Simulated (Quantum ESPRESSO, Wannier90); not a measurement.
# Mg2Sn (Fm-3m), plane waves to Wannier functions

```yaml
crystal:
  lattice:
    - [0.00000, 3.38015, 3.38015]
    - [3.38015, 0.00000, 3.38015]
    - [3.38015, 3.38015, 0.00000]
  atoms:
    - { symbol: Mg, position: [0.25000, 0.25000, 0.25000] }
    - { symbol: Mg, position: [0.75000, 0.75000, 0.75000] }
    - { symbol: Sn, position: [0.00000, 0.00000, 0.00000] }
```

Materials Project entry mp-2343; symmetrised, unrelaxed at this level. COD (Crystallography Open Database) has the formula in 2 space groups, this one among them (matched by group alone). Level: PBEsol, no spin polarisation, no spin-orbit coupling; pw.x of Quantum ESPRESSO at 68 Ry with PseudoDojo potentials, 8×8×8 k-points, Wannier90. Density: 12×12×12 mesh, Gaussian smearing 0.01 Ry. Spin-orbit coupling is left out although heavy elements are present.

Valence charges of the files: Mg 10, Sn 14. 34 bands were computed.

Isolated groups of bands, relative to the Fermi level (bands from 15 on overlap up to the last one computed):

```csv
bands,from (eV),to (eV),filling,weight on atomic waves
1–2,-76.26,-76.26,filled,Mg 2s 99 %
3–8,-43.19,-43.18,filled,Mg 2p 100 %
9–13,-20.96,-20.91,filled,Sn 4d 100 %
14,-9.10,-7.30,filled,"Sn 5s 72 %, Mg 3s 24 %"
```

Wanted is a model with the orbitals Mg s p, Sn s p, without the filled groups that are mainly made of other shells (semicore states, and anion s where it isn't named); all higher bands stay in for disentanglement.

### Question
Give num_wann, exclude_bands and num_bands, and the number of electrons that the model holds.

### Answer
Electrons: 2×10 + 1×14 = 34, or 17.0 bands' worth; no gap over 0.05 eV opens at the Fermi level at this level of theory.
num_wann = 2×4 + 1×4 = 12.
exclude_bands = 1-13, 13 bands, so num_bands = 34 − 13 = 21.
The model holds 34 − 2×13 = 8 electrons. With the window frozen to 1.50 eV it follows pw.x to 4.0 meV rms (states up to 1.0 eV relative to the Fermi level).
